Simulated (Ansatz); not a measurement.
MoSe in space group P6_3/mcm (No. 193; Mo on 6g, Se on 6g), the program Ansatz at the PBE+D3(BJ) level (PAW), all energies at zero smearing, with the estimated change up to a 700 eV cutoff added, with one set of potentials and settings (totals compare only within such a set). Cell of 12 atoms (6 Mo, 6 Se): -62560.779 eV.

| element | reference phase | E (eV/atom) |
|---|---|---|
| Mo | Im-3m, 1 atoms in the cell | -4956.7735 |
| Se | P3_121, 3 atoms in the cell | -5469.4170 |

Formation energy per atom, worked out: (-62560.779 − 6×(-4956.7735) − 6×(-5469.4170))/12 = -0.303 eV/atom (-29 kJ per mol of atoms), at 0 K, without zero-point energy or fitted corrections.

The start of the workflow was typed in or built on a structure type; neither database checked (COD, Materials Project) lists it. Whether it is the stable phase at ambient conditions was not checked. The PBE+D3(BJ) relaxation kept the symmetry of its start; whether a distortion lowers the energy is not shown. The workflow began spin-polarised and lost its moments. The references are the lowest solids computed at this level, not always the standard phases.

Potentials: the earlier of the program's two PAW sets.
